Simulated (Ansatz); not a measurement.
Na:
```
Na
1.0
    3.77826     0.00000     0.00000
   -1.88913     3.27207     0.00000
    0.00000     0.00000     6.10752
Na
2
Direct
  0.33333   0.66667   0.25000
  0.66667   0.33333   0.75000
```

Relaxed with r²SCAN. Special points in fractions of this cell's reciprocal vectors: Γ (0.000, 0.000, 0.000); M (0.500, 0.000, 0.000); K (0.333, 0.333, 0.000); A (0.000, 0.000, 0.500); L (0.500, 0.000, 0.500); H (0.333, 0.333, 0.500).

### Question
List the band energies nearest the Fermi level at these points for r²SCAN (plane waves, PAW; program Ansatz).

### Answer
In eV from the Fermi level; about four levels below and three above (degenerate sets whole), none deeper than 8.9 eV; … stands for higher levels left out; points with the same levels are listed once.

| k | below | above |
|---|---|---|
| Γ | -3.45 | 0.56 1.23 10.58 10.58 |
| M | – | 0.18 0.43 4.07 |
| K | – | 1.28 1.62 1.62 |
| A | -2.35 -2.35 | 6.05 6.05 … |
| L | – | 1.05 1.05 1.74 1.74 |
| H | – | 2.15 2.15 2.31 2.31 |

Space group P6_3/mmc (hcp (Mg type)). The first step of the workflow began from a Materials Project structure, measured or hypothetical; the Crystallography Open Database files this formula in space group No. 194, but the cells were not matched. It is not the phase usual at ambient conditions (space group No. 229). The cell keeps a stress of up to 0.2 GPa. Symmetry was held in the r²SCAN relaxation; whether a distortion lowers the energy is not shown.

Potentials: the later of the program's two PAW sets.
